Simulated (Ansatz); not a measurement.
A crystal relaxed with r2SCAN in the PAW code Ansatz has space group Cm (No. 8) and a = 15.191 Å, b = 4.082 Å, c = 7.059 Å, β = 117.6°.

```
atom  site       x       y       z
  As    2a  0.9961  0.0000  0.3287
  As    2a  0.7500  0.5000  0.9148
  Ga    2a  0.8126  0.0000  0.1349
  Ga    2a  0.5633  0.5000  0.7272
  As    2a  0.5033  0.0000  0.8360
  Xx    2a  0.7492  0.0000  0.4189
  Ga    2a  0.8203  0.5000  0.6659
  Ga    2a  0.5551  0.0000  0.2236
```

r2SCAN gives a direct gap of 0.18 eV at Γ. The HSE06 gap is direct at Γ: 0.56 eV. PBE gives an indirect gap of 0.01 eV, from Y₂–Γ (0.90 of the way from Y₂) to Γ; the least direct gap is 0.04 eV at Y₂–Γ (0.90 of the way from Y₂). (This is within a few times the smearing of 0.02 eV, so the filling near the edges can be smeared.) Meshes: r2SCAN 6×6×4, HSE06 4×4×2, PBE 6×6×4.

Question: Which element is Xx?
A. Nb
B. P
C. V
D. Sb

Answer: D. Xx is Sb: Ga4SbAs3 as one 8-atom ordering (Cm) on the wurtzite lattice. As has 4 Ga at 2.47–2.51 Å; As has 4 Ga at 2.44–2.51 Å; Ga has 3 As at 2.47 Å and 1 Sb at 2.60 Å; Ga has 4 As at 2.50–2.51 Å; As has 4 Ga at 2.46–2.50 Å; Sb has 4 Ga at 2.57–2.61 Å; Ga has 2 As at 2.44–2.46 Å and 2 Sb at 2.57 Å; Ga has 3 As at 2.47–2.48 Å and 1 Sb at 2.61 Å.

The cell comes from a prototype generator: it can be a known phase or a hypothetical one. Spin polarisation is off.

No spin-orbit coupling is included; it can move band edges with weight on the heavy atoms by tenths of an eV.

Gaps or overlaps of about a tenth of an eV are at the limit of these meshes: between the points read a gap can be smaller or closed.

The meshes of the hybrids are coarse, so their gaps aren't converged to the digits shown.
